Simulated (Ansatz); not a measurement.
Relaxed-ion elastic tensor of AlCo (CsCl type, Pm-3m) in GPa (Voigt order), LDA (plane waves, PAW; program Ansatz); density 6.54 g/cm³, 10.90 Å³ per atom.

```tsv
	1	2	3	4	5	6
1	326	148	148	0.0	0.0	0.0
2	148	326	148	0.0	0.0	0.0
3	148	148	326	0.0	0.0	0.0
4	0.0	0.0	0.0	158	0.0	0.0
5	0.0	0.0	0.0	0.0	158	0.0
6	0.0	0.0	0.0	0.0	0.0	158
```

Problem. Is the crystal mechanically stable?

Solution. Yes: the smallest eigenvalue of C is 158 GPa.

Problem. Work out the Voigt, Reuss and Hill averages.

Solution. K_V = 207, K_R = 207, K_H = 207; G_V = 130, G_R = 120, G_H = 125 GPa.

Problem. Give Young's modulus, Poisson's ratio, Pugh's ratio and the universal anisotropy index.

Solution. E = 9KG/(3K + G) = 313 GPa; ν = 0.25; K/G = 1.65 (near the Pugh limit of 1.75, no verdict); A_U = 5G_V/G_R + K_V/K_R − 6 = 0.41.

Problem. Estimate the sound speeds and the Debye temperature.

Solution. v_l = √((K + 4G/3)/ρ) = 7570 m/s, v_t = √(G/ρ) = 4380 m/s, mean 4860 m/s; Θ = (h/k)(3n/4πV)^(1/3) v_m = 652 K.

Problem. Give the Zener ratio and Young's modulus along [100], [110] and [111].

Solution. A = 2C44/(C11 − C12) = 1.79; 1/E = S11 − 2(S11 − S12 − S44/2)Γ with Γ = 0, 1/4, 1/3 gives 233, 327, 378 GPa.

The cell was relaxed with LDA under the symmetry of its start. The run is not spin-polarised. As this level gives no gap, shear constants depend on the k-mesh and smearing (Fermi–Dirac, 0.1 eV here).

Potentials: the earlier of the program's two PAW sets. The files were generated under PBE; for other functionals the program regenerates the frozen cores, and for LDA and PBEsol the local potential too.
